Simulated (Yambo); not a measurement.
Yambo run on K2NaYF6 (space group Fm-3m, No. 225). The wavefunctions come from this Quantum ESPRESSO step (PBEsol, PseudoDojo standard norm-conserving files, scalar-relativistic):

```
&CONTROL
  calculation = 'nscf'
  pseudo_dir = './pseudo'
  outdir = './out'
/
&SYSTEM
  ibrav = 0
  nat = 10
  ntyp = 4
  ecutwfc = 88.0
  ecutrho = 352.0
  occupations = 'fixed'
  force_symmorphic = .true.
  nbnd = 336
/
&ELECTRONS
  conv_thr = 1e-08
  diago_full_acc = .true.
  diago_thr_init = 1e-08
/
ATOMIC_SPECIES
F 18.9984 F.upf
Na 22.9898 Na.upf
K 39.0983 K.upf
Y 88.9058 Y.upf
CELL_PARAMETERS angstrom
  0.000000000000   4.458285000000   4.458285000000
  4.458285000000   0.000000000000   4.458285000000
  4.458285000000   4.458285000000   0.000000000000
ATOMIC_POSITIONS crystal
F   0.755600000000   0.244400000000   0.244400000000
F   0.244400000000   0.755600000000   0.755600000000
F   0.244400000000   0.755600000000   0.244400000000
F   0.755600000000   0.244400000000   0.755600000000
F   0.244400000000   0.244400000000   0.755600000000
F   0.755600000000   0.755600000000   0.244400000000
Na   0.500000000000   0.500000000000   0.500000000000
K   0.750000000000   0.750000000000   0.750000000000
K   0.250000000000   0.250000000000   0.250000000000
Y   0.000000000000   0.000000000000   0.000000000000
K_POINTS automatic
2 2 2 0 0 0
```

Yambo input:

```
rim_cut
gw0
dyson
el_el_corr
HF_and_locXC
ppa
em1d
RandQpts= 1000000
RandGvec= 1 Ry
EXXRLvcs= 88 Ry
VXCRLvcs= 352 Ry
Chimod= "HARTREE"
% BndsRnXp
 2 | 334 |
%
NGsBlkXp= 8 Ry
% LongDrXp
 1.0 | 1.0 | 1.0 |
%
PPAPntXp= 27.2114 eV
% GbndRnge
 1 | 334 |
%
GTermKind= "BG"
DysSolver= "n"
ExtendOut
% QPkrange
 1 | 1 | 40 | 41 |
 2 | 2 | 40 | 41 |
 3 | 3 | 40 | 41 |
%
```

k points by index: 1 = Γ, 2 = L, 3 = X.

The o-*.qp file then holds:

```
#    K-point    Band    Eo [eV]    E [eV]    E-Eo [eV]    Vxc [eV]    Vnlxc [eV]    Sc|Eo [eV]    Sc|E [eV]    dSc/dw|Eo [eV]    Re(Z)    Im(Z)
#
    1    40    0.000000    -2.505457    -2.505457    -22.13135    -29.87721    4.655850    5.240407    -6.348402    0.810831    -0.001199
    1    41    6.160608    7.376087    1.215479    -8.175661    -4.036020    -2.789250    -2.924163    -3.020186    0.900098    -0.596758E-3
    2    40    -0.147758    -2.685953    -2.538195    -21.82938    -29.60152    4.641952    5.233942    -6.346213    0.810884    -0.001189
    2    41    7.992069    9.463821    1.471752    -9.811379    -5.422927    -2.737037    -2.916701    -3.321684    0.891210    -0.647362E-3
    3    40    -0.009795    -2.511283    -2.501488    -22.09622    -29.83364    4.653077    5.235929    -6.339932    0.811036    -0.001195
    3    41    8.308988    9.830359    1.521371    -9.965880    -5.634356    -2.622841    -2.810154    -3.350163    0.890379    -0.634048E-3
```
(The two width columns are left out.) Convergence of these settings isn't established.

Geometry of the Materials Project entry, not relaxed at this level.

The structure is a Materials Project entry; no match was found in the copy of COD used, and its stability was not checked.
